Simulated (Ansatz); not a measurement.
Relaxed-ion elastic tensor of FeBiO₃ in space group R3c (No. 161; Bi on 6a, Fe on 6a, O on 18b) in GPa (Voigt order), PBEsol (plane waves, PAW; program Ansatz); density 8.58 g/cm³, 12.11 Å³ per atom.

```
  223    136   60.0   23.8    0.0    0.0
  136    223   60.0  -23.8    0.0    0.0
 60.0   60.0    142    0.0    0.0    0.0
 23.8  -23.8    0.0   36.1    0.0    0.0
  0.0    0.0    0.0    0.0   36.1   23.8
  0.0    0.0    0.0    0.0   23.8   43.7
```

Q: Is the crystal mechanically stable?

A: Yes: the smallest eigenvalue of C is 15.8 GPa.

Q: Work out the Voigt, Reuss and Hill averages.

A: K_V = 122, K_R = 109, K_H = 115; G_V = 45.3, G_R = 28.6, G_H = 37.0 GPa.

Q: Give Young's modulus, Poisson's ratio, Pugh's ratio and the universal anisotropy index.

A: E = 9KG/(3K + G) = 100 GPa; ν = 0.36; K/G = 3.12 (ductile by the Pugh limit of 1.75); A_U = 5G_V/G_R + K_V/K_R − 6 = 3.04.

Q: Estimate the sound speeds and the Debye temperature.

A: v_l = √((K + 4G/3)/ρ) = 4380 m/s, v_t = √(G/ρ) = 2080 m/s, mean 2340 m/s; Θ = (h/k)(3n/4πV)^(1/3) v_m = 303 K.

The cell was relaxed with PBEsol under the symmetry of its start, as lowered by the spin order. The final state is antiferromagnetic, chosen from 2 collinear starts compared on coarse meshes (ties went to the first, and starts can fall back to one state), not a proven ground state. Textbook magnetic order: antiferromagnetic. No Hubbard U is applied. Spin–orbit coupling is left out wherever it is not named.

Potentials: the later of the program's two PAW sets.
